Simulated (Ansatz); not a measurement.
This run works on a proposed trial structure, not on a known crystal.

Input and command of a plane-wave DFT calculation in Ansatz:

```yaml
crystal:
  lattice:
    - [3.9, 0.0, 0.0]
    - [0.0, 12.1, 0.0]
    - [0.0, 0.0, 5.05]
  atoms:
    - { symbol: Ca, position: [0.0, 0.5, 0.859] }
    - { symbol: Ca, position: [0.5, 0.0, 0.141] }
    - { symbol: Sn, position: [0.5, 0.652, 0.392] }
    - { symbol: Sn, position: [0.5, 0.348, 0.392] }
    - { symbol: Sn, position: [0.0, 0.152, 0.608] }
    - { symbol: Sn, position: [0.0, 0.848, 0.608] }
    - { symbol: O, position: [0.5, 0.6355, 0.058] }
    - { symbol: O, position: [0.5, 0.3645, 0.058] }
    - { symbol: O, position: [0.5, 0.5, 0.52] }
    - { symbol: O, position: [0.0, 0.677, 0.512] }
    - { symbol: O, position: [0.0, 0.323, 0.512] }
    - { symbol: O, position: [0.0, 0.1355, 0.942] }
    - { symbol: O, position: [0.0, 0.8645, 0.942] }
    - { symbol: O, position: [0.0, 0.0, 0.48] }
    - { symbol: O, position: [0.5, 0.823, 0.488] }
    - { symbol: O, position: [0.5, 0.177, 0.488] }
basis:
  ecutwfc: 420
kpoints:
  mp_grid: { grid: [3, 1, 3] }
hamiltonian:
  xc: pbe
scf:
  occupations: { method: gaussian, width: 0.15 }
  lower_state_search: "off"
output:
  forces: true
  stress: true
  eigenvalues: true
relax:
  adjacent_minimum: "off"
  f_tol: 0.08
  max_steps: 16
  cell: { stress_tol: 0.8 }
```

```bash
ansatz run input.yaml --threads 1 --pin off --max-ram 2560MiB --backend cpu --events-out ev --progress --plain --runs-dir out
```

Processor: Intel(R) Xeon(R) Processor @ 2.70GHz, 1 thread, on a host shared with other jobs.

Question: Estimate time, memory and problem size.

Answer: About 69 s, peak memory 0.54 GiB. It solves 84 bands at 4 k points (after reduction by symmetry) with about 4601 plane waves (on the last cell), in 59 SCF iterations over 8 ionic steps.
